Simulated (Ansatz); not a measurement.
Sn, DFT, LDA, PAW with Ansatz's default frozen-core files, scalar-relativistic (Ansatz 0.2.0), run on 1 thread of Arm Neoverse V2 on a shared host.

The cell is COD entry 1534488, as deposited and not checked against the literature; nothing was relaxed. The listed cell was then made from it by scaling, straining or moving an atom.

Command: `ansatz run input.yaml --threads 1 --pin off --max-ram 3072MiB --backend cpu --events-out ev --progress --plain --runs-dir out`

```yaml
crystal:
  lattice:
    - [-2.9255372805, 2.9255372805, 1.5959345903]
    - [2.9255372805, -2.9255372805, 1.5959345903]
    - [2.9255372805, 2.9255372805, -1.5959345903]
  atoms:
    - { symbol: Sn, position: [0.0, 0.0, 0.0] }
    - { symbol: Sn, position: [0.75, 0.25, 0.5] }
kpoints:
  mp_grid: { grid: [15, 15, 15] }
scf:
  occupations: { method: fermi_dirac, width: 0.05 }
hamiltonian:
  xc: lda
  pseudopotentials: { kind: paw }
output:
  forces: true
  stress: true
  eigenvalues: true
  efg: { contact_densities: true }
```

Problem. How large is the problem that the program sets up?

Solution. 288 irreducible k-points, 1109 plane waves at Γ, 18 bands.

Problem. About how long does it take, and how much memory does it use?

Solution. 14 s of wall time for 7 SCF iterations, with a peak of 0.5 GiB. Times on shared machines scatter by tens of per cent.

Problem. And the same cell and mesh by crystal-made all-electron datasets, asked for forces, stress, eigenvalues, efg, on the same hardware?

Solution. 32 s, peak memory 0.75 GiB.
